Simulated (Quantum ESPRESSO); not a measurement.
B4P2SeC, a curve over strain

Simulated, not a measurement. The program is pw.x of Quantum ESPRESSO 7.5 (plane-wave density functional theory). The cell is made up: 8 atoms on a zincblende/diamond lattice, with randomly drawn elements, strain and displacements, not relaxed. PseudoDojo standard norm-conserving files (v0.5 for PBE, v0.4.1 for LDA and PBEsol) set the functional; there is no spin polarisation, spin-orbit coupling or dispersion term, and the masses in the input are unused placeholders.

Seven runs add a strain to one cell (along z); the atoms follow the cell and are not relaxed. Stress in the table is positive in tension.

Input of the run at -0.0028:

```
&control calculation='scf', pseudo_dir='./dojo.nc.sr.pbe.v0_5.standard.upf', outdir='./o', disk_io='medium', tprnfor=.true., tstress=.true. /
&system ibrav=0, nat=8, ntyp=4, nbnd=31, ecutwfc=85.99341389, nosym=.true., tot_charge=0,
 occupations='smearing', smearing='fd', degauss=0.0073498644
/
&electrons conv_thr=7.350e-09, electron_maxstep=60, /
ATOMIC_SPECIES
B 1.0 B.upf
C 1.0 C.upf
P 1.0 P.upf
Se 1.0 Se.upf
CELL_PARAMETERS angstrom
4.5556 -0.0443 -0.0318
-0.0443 4.5281 0.0106
-0.0319 0.0106 4.5104
ATOMIC_POSITIONS angstrom
B 0.0612 0.0199 0.1042
B -0.0107 2.2781 2.2858
B 2.2953 0.0004 2.1593
B 2.1718 2.1075 0.13
P 1.0975 1.0206 1.1187
Se 1.2187 3.3248 3.4969
P 3.4568 1.1758 3.3686
C 3.4045 3.4104 1.0824
K_POINTS automatic
6 6 6 1 1 1
```

```
added strain  free energy less that of the input shown (eV)  stress xx (GPa)  stress yy (GPa)  stress zz (GPa)  stress xy (GPa)  pressure (GPa)  iterations
     -0.0221                                         0.0179             5.07             1.84            -4.69            -5.96           -0.74           9
     -0.0164                                         0.0054             5.48             2.34            -2.84            -5.83           -1.66           9
     -0.0143                                         0.0023             5.63             2.52            -2.17            -5.78           -1.99           9
     -0.0114                                        -0.0004             5.82             2.76            -1.24            -5.72           -2.45           9
     -0.0028                                         0.0000             6.37             3.42             1.48            -5.53           -3.76           9
     +0.0187                                         0.0598             7.53             4.85             8.02            -5.07           -6.80          10
     +0.0208                                         0.0700             7.63             4.97             8.64            -5.03           -7.08          10
```

A cubic fit gives a slope of stress zz against the added strain of 310 GPa at zero added strain, with the atoms clamped. Across the table the free energy follows the integral of the stress to within 0.2 meV. A rerun of one of the cells at 1467 eV and a 8 x 8 x 8 mesh moved values by no more than 0.002 eV in energy, 0.02 GPa in stress and 0.002 eV/Å in force.